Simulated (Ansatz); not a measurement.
## Relaxation path: rocksalt HfN (110), 3 layers

DFT, PBE, PAW with Ansatz's default frozen-core files, scalar-relativistic (Ansatz 0.2.0); a Γ-centred 9×7×1 k mesh, Fermi–Dirac smearing of 0.02 eV, no spin polarisation. The run relaxes the atoms in the fixed cell.

Command: `ansatz run input.yaml --threads 2 --pin off --max-ram 4096MiB --backend cpu --events-out ev --progress --plain --runs-dir out` It took 30 s on 2 threads of AMD EPYC 9R45 96-Core Processor (Zen 5) (shared host), peak memory 0.71 GiB.

```yaml
crystal:
  lattice:
    - [3.2157240931, 0.0, 0.0]
    - [0.0, 4.5477206253, 0.0]
    - [0.0, 0.0, 19.2157]
  atoms:
    - { symbol: Hf, position: [0.0, 0.25, 0.4163256063] }
    - { symbol: "N", position: [0.0, 0.75, 0.4163256063] }
    - { symbol: Hf, position: [0.5, 0.75, 0.5] }
    - { symbol: "N", position: [0.5, 0.25, 0.5] }
    - { symbol: Hf, position: [0.0, 0.25, 0.5836743937] }
    - { symbol: "N", position: [0.0, 0.75, 0.5836743937] }
kpoints:
  mp_grid: { grid: [9, 7, 1] }
scf:
  occupations: { method: fermi_dirac, width: 0.02 }
hamiltonian:
  xc: pbe
  pseudopotentials: { kind: paw }
output:
  forces: true
  stress: true
  eigenvalues: true
relax:
  f_tol: 0.01
  max_steps: 40
efield:
  axis: 3
  amplitude: 0
  dipole_correction: true
```

Each step lists its free energy a cell above the last geometry, and Cartesian positions (Å) with forces (eV/Å).

The first step:

```
step 1  dF = 125.02 meV
  Hf 0.0000 1.1369 8.0000   0.0000 0.0000 0.8781
  N 0.0000 3.4108 8.0000   0.0000 0.0000 0.7698
  Hf 1.6079 3.4108 9.6078   0.0000 0.0000 0.0000
  N 1.6079 1.1369 9.6078   0.0000 0.0000 0.0000
  Hf 0.0000 1.1369 11.2157   0.0000 0.0000 -0.8781
  N 0.0000 3.4108 11.2157   0.0000 0.0000 -0.7698
```

Spin–orbit coupling is left out, which matters for the heavy atoms.

Where does the relaxation end, and by which steps?

After 6 geometries, with a shortest distance of 2.222 Å. The further steps:
```
step 2  dF = 38.94 meV
  Hf 0.0000 1.1369 8.1184   0.0000 0.0000 -0.3958
  N 0.0000 3.4108 8.1103   0.0000 0.0000 -0.5364
  Hf 1.6079 3.4108 9.6078   0.0000 0.0000 0.0000
  N 1.6079 1.1369 9.6078   0.0000 0.0000 0.0000
  Hf 0.0000 1.1369 11.0973   0.0000 0.0000 0.3959
  N 0.0000 3.4108 11.1054   0.0000 0.0000 0.5364
step 3  dF = 1.98 meV
  Hf 0.0000 1.1369 8.0864   0.0000 0.0000 -0.1389
  N 0.0000 3.4108 8.0711   0.0000 0.0000 0.0233
  Hf 1.6079 3.4108 9.6078   0.0000 0.0000 0.0000
  N 1.6079 1.1369 9.6078   0.0000 0.0000 0.0000
  Hf 0.0000 1.1369 11.1293   0.0000 0.0000 0.1389
  N 0.0000 3.4108 11.1446   0.0000 0.0000 -0.0233
step 4  dF = 0.07 meV
  Hf 0.0000 1.1369 8.0733   0.0000 0.0000 0.0004
  N 0.0000 3.4108 8.0703   0.0000 0.0000 0.0305
  Hf 1.6079 3.4108 9.6078   0.0000 0.0000 0.0000
  N 1.6079 1.1369 9.6078   0.0000 0.0000 0.0000
  Hf 0.0000 1.1369 11.1424   0.0000 0.0000 -0.0004
  N 0.0000 3.4108 11.1454   0.0000 0.0000 -0.0305
step 5  dF = 0.01 meV
  Hf 0.0000 1.1369 8.0735   0.0000 0.0000 0.0003
  N 0.0000 3.4108 8.0734   0.0000 0.0000 -0.0102
  Hf 1.6079 3.4108 9.6078   0.0000 0.0000 0.0000
  N 1.6079 1.1369 9.6078   0.0000 0.0000 0.0000
  Hf 0.0000 1.1369 11.1422   0.0000 0.0000 -0.0003
  N 0.0000 3.4108 11.1423   0.0000 0.0000 0.0102
step 6  dF = 0.00 meV
  Hf 0.0000 1.1369 8.0735   0.0000 0.0000 -0.0001
  N 0.0000 3.4108 8.0726   0.0000 0.0000 0.0003
  Hf 1.6079 3.4108 9.6078   0.0000 0.0000 0.0000
  N 1.6079 1.1369 9.6079   0.0000 0.0000 0.0000
  Hf 0.0000 1.1369 11.1422   0.0000 0.0000 0.0001
  N 0.0000 3.4108 11.1431   0.0000 0.0000 -0.0003
```
